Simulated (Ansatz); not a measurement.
Structure relaxation, Cs

The start is a generated cell, Cs built in the diamond structure type. The cell and all atomic positions are relaxed at zero pressure with r2SCAN (plane waves to 500 eV, PAW, scalar-relativistic; Ansatz, a first-principles code). First-step values are on the input's coarse k-mesh.

Ansatz input (later rounds restart from its end on a renewed k-mesh):
Ansatz 0.2 input:
```yaml
crystal:
  lattice:
    - [0, 4.401725, 4.401725]
    - [4.401725, 0, 4.401725]
    - [4.401725, 4.401725, 0]
  atoms:
    - { symbol: Cs, position: [0.25, 0.25, 0.25] }
    - { symbol: Cs, position: [0, 0, 0] }
basis: { ecutwfc: 500, ecutrho_ratio: 4, xc_grid: 4, fft_grid_basis: typed }
kpoints: { mp_grid: { grid: [7, 7, 7] } }
hamiltonian:
  xc: r2scan
  dispersion: none
  pseudopotentials: { azcp: { folder: ./paw }, kind: paw }
scf: { occupations: { method: fermi_dirac, width: 0.05 } }
relax: { f_tol: 0.01, max_steps: 100, cell: { stress_tol: 0.02 } }
output: { forces: true, stress: true }
```

| Item | Value |
|---|---|
| Outcome | The space group stays Fd-3m (No. 227) (the run could not lower it); the end is diamond type, with 2 atoms in the primitive cell |
| Energy released | 0.16 eV/atom |
| Volume change | +119.2 %, from 85.28 to 186.94 Å³/atom |
| Optimiser moves | 8 |

It ends as:

```cif
data_Cs8
_chemical_formula_sum 'Cs8'
_space_group_name_H-M_alt 'Fd-3m :1'
_space_group_IT_number 227
_space_group_name_Hall 'F 4d 2 3 -1d'
_cell_length_a 11.43565
_cell_length_b 11.43565
_cell_length_c 11.43565
_cell_angle_alpha 90.000
_cell_angle_beta 90.000
_cell_angle_gamma 90.000
loop_
_atom_site_label
_atom_site_type_symbol
_atom_site_symmetry_multiplicity
_atom_site_Wyckoff_symbol
_atom_site_fract_x
_atom_site_fract_y
_atom_site_fract_z
_atom_site_occupancy
Cs1 Cs 8 a 0.00000 0.00000 0.00000 1
```
(The calculation used a cell of 2 atoms; values per cell refer to that cell.)

Final values are on a 7×7×7 k-mesh of the relaxed cell. No spin polarisation in the result.

The run could not lose the symmetry of its start, so the end can be a saddle point.

All atoms sit on sites fixed by symmetry, so only the cell could relax.

The relaxed structure here is a generated cell of Cs: the first start was made by placing the elements on the sites of a structure type, and the end was not matched to a known phase here, so it may be hypothetical. Known forms of Cs include space group No. 229.
